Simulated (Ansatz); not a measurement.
Al2Cu in space group I4/mcm (No. 140; Al on 8h, Cu on 4a) at seven volumes, plane-wave PAW LDA (Ansatz code), shape and atoms relaxed at each. One row is withheld.

| V (Å³/atom) | P (GPa) |
|---|---|
| 12.776 | 13.43 |
| 13.197 | 8.19 |
| 13.618 | 3.75 |
| 14.039 | 0.00 |
| 14.461 | ? |
| 14.882 | -5.89 |
| 15.303 | -8.16 |

Question: Fit the shown pressures and predict the withheld one.

Answer: P = (3/2)B₀(x^(7/2) − x^(5/2))[1 + (3/4)(B′ − 4)(x − 1)] with x = (V₀/V)^(2/3). Least squares on the six rows gives V₀ = 14.039 Å³/atom, B₀ = 115 GPa, B′ = 4.53. At V = 14.461, x = 0.9804 and P = -3.19 GPa. The run itself gave -3.19 GPa.

The cell was relaxed with LDA under the symmetry of its start; of distortions, only those at the zone centre were tested. No spin polarisation was allowed.

Potentials: the later of the program's two PAW sets.
